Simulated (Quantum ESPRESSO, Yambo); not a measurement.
# Cs$_{2}$O under isotropic strain

```xyz
3
Lattice="2.0518 1.1846 6.8897 -2.0518 1.1846 6.8897 0.0000 -2.3692 6.8897" Properties=species:S:1:pos:R:3 pbc="T T T"
O      0.0000     0.0000     0.0000
Cs     0.0000     0.0000     5.3820
Cs     0.0000     0.0000    15.2871
```

Cs2O (space group R-3m, No. 166) under isotropic strain (on all lattice vectors), counted from the cell relaxed with PBEsol, atoms relaxed at each step. norm-conserving PBEsol (Quantum ESPRESSO, 84 Ry, scalar-relativistic); G0W0 and BSE in Yambo (4×4×4 Γ-centred k mesh, 141 bands and a 7 Ry block in the screening, 141 bands in G with the Bruneval-Gonze terminator, plasmon pole fitted at 27.2 eV; BSE 6×6×6 mesh, 3 valence and 9 conduction bands, static screening with 49 bands and a 4 Ry block, scissor from each state's G0W0).

| strain (%) | pressure (GPa) | PBEsol gap (eV) | kind | G0W0 direct gap (eV) | lowest vertical BSE state (eV) | RPA ε∞ along x |
|---|---|---|---|---|---|---|
| -3 | 1.0 | 1.33 | indirect | 2.66 at Γ | not resolved | – |
| -1.5 | 0.5 | 1.13 | indirect | 2.42 at Γ | not resolved | – |
| -0.7 | 0.2 | 1.04 | indirect | 2.31 at Γ | not resolved | – |
| 0 | 0.0 | 0.96 | indirect | 2.23 at Γ | not resolved | – |
| +1 | -0.2 | 0.86 | indirect | 2.10 at Γ | not resolved | – |
| +2 | -0.4 | 0.77 | indirect | 2.01 at Γ | not resolved | – |

Between -0.7 % and +1 % the direct gap at Γ has a volume deformation potential dE/dlnV of -4.1 eV in G0W0 and -3.2 eV in PBEsol.

GW, BSE and RPA settings are held fixed; their convergence isn't established. Strains are linear. The screening block changes size along the series (209 vectors at -3 %, 233 vectors at -1.5 %, 233 vectors at -0.7 %, 233 vectors at +0 %, 233 vectors at +1 %, 233 vectors at +2 %), which puts steps into the G0W0 values.  Axes are Cartesian, with cell vectors (Å) (2.05, 1.18, 6.89), (-2.05, 1.18, 6.89), (0.00, -2.37, 6.89).
